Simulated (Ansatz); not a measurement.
**Equation of state of lead, bcc**

Method: DFT, LDA (PW92), plane waves (420 eV) with PAW, scalar-relativistic in Ansatz 0.2.0. (PAW data from PBE, frozen cores regenerated.)

The cell is scaled uniformly from the relaxed one, with fractional coordinates and shape fixed. Energies are extrapolated to zero smearing, pressures are those at the given smearing. Magnetic state: spin not included.

```tsv
V (Å³/atom)	E − E₀ (meV/atom)	P (GPa)
25.477	84.4	8.98
26.635	33.8	5.23
27.793	7.4	2.28
28.951	0.0	-0.05
30.109	7.6	-1.88
31.267	26.8	-3.33
32.425	55.5	-4.48
```

Question: Fit a third-order Birch-Murnaghan equation.

Answer: V₀ = 28.90 Å³/atom, B₀ = 52 GPa, B₀′ = 4.9.
